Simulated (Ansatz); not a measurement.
Input:

SiBi2O5:
```cif
data_Bi4O10Si2
_chemical_formula_sum 'Si2 Bi4 O10'
_space_group_name_H-M_alt 'P 1'
_space_group_IT_number 1
_cell_length_a 8.14874
_cell_length_b 8.14874
_cell_length_c 5.35822
_cell_angle_alpha 90.000
_cell_angle_beta 90.000
_cell_angle_gamma 39.850
loop_
_space_group_symop_operation_xyz
  'x, y, z'
loop_
_atom_site_label
_atom_site_type_symbol
_atom_site_fract_x
_atom_site_fract_y
_atom_site_fract_z
_atom_site_occupancy
Si1 Si 0.68059 0.31941 0.75000 1
Si2 Si 0.31941 0.68059 0.25000 1
Bi1 Bi 0.61910 0.04982 0.25000 1
Bi2 Bi 0.38090 0.95018 0.75000 1
Bi3 Bi 0.95018 0.38090 0.25000 1
Bi4 Bi 0.04982 0.61910 0.75000 1
O1 O 0.25079 0.25079 0.00000 1
O2 O 0.74921 0.74921 0.50000 1
O3 O 0.74921 0.74921 0.00000 1
O4 O 0.25079 0.25079 0.50000 1
O5 O 0.73455 0.08208 0.75000 1
O6 O 0.26545 0.91792 0.25000 1
O7 O 0.91792 0.26545 0.75000 1
O8 O 0.08208 0.73455 0.25000 1
O9 O 0.50000 0.50000 0.00000 1
O10 O 0.50000 0.50000 0.50000 1
```

This is the PBE-relaxed structure.

Q: All from PBE in the plane-wave PAW code Ansatz, unless another level is named. Estimate the hole effective mass.

A: 0.70, 2.2, 3.9 mₑ (principal values).

Q: And the band gap?

A: 2.76 eV (smallest direct gap 2.78 eV).

Q: What about the conduction-band minimum?

A: at Γ.

Space group Cmcm. The start of the workflow was typed in or built on a structure type; neither database checked (COD, Materials Project) lists it. Its standing as an ambient phase is unchecked. Symmetry was held in the PBE relaxation; its stability against distortions is not shown here. Scalar-relativistic: spin–orbit coupling is off unless named, which matters more the heavier the elements.

Potentials: the earlier of the program's two PAW sets.
